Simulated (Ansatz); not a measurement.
A generated cell, not matched to a known phase here, of Ni3Ge: Pm-3m (No. 221), cP4, Cu3Au type; a = 3.525 Å, b = 3.525 Å, c = 3.525 Å, α = 90.00°, β = 90.00°, γ = 90.00°; Ni 3d (0.000, 0.000, 0.500); Ge 1b (0.500, 0.500, 0.500). Level of theory: PBEsol (plane waves to 420 eV, PAW, scalar-relativistic; Ansatz, a first-principles code). Element references, the lowest calculated here: Ni (Fm-3m, ferromagnetic), Ge (Fd-3m).

Total energies (eV/atom, σ → 0; comparable only within this code, potentials and settings):

```tsv
phase	E (eV/atom)
Ni3Ge (Pm-3m)	-5417.453
Ni (Fm-3m)	-5804.980
Ge (Fd-3m)	-4253.504
```

What is the formation energy of this Pm-3m form of Ni3Ge from the elements?

E_f = -5417.453 − [3 × (-5804.980) + 1 × (-4253.504)] / 4 = -0.34 eV/atom (-1.4 eV per formula unit).

A lower structure of this composition may exist.

Static energies, no anion corrections, no zero-point energy. Values are rounded to 0.01 eV/atom. Not shown to be the ambient phase of their composition (a lower form may be missing, and a cell relaxed within its start's symmetry can be a saddle point): Ni3Ge (Pm-3m). The compounds carry no spin polarisation. A magnetic state may lie lower.
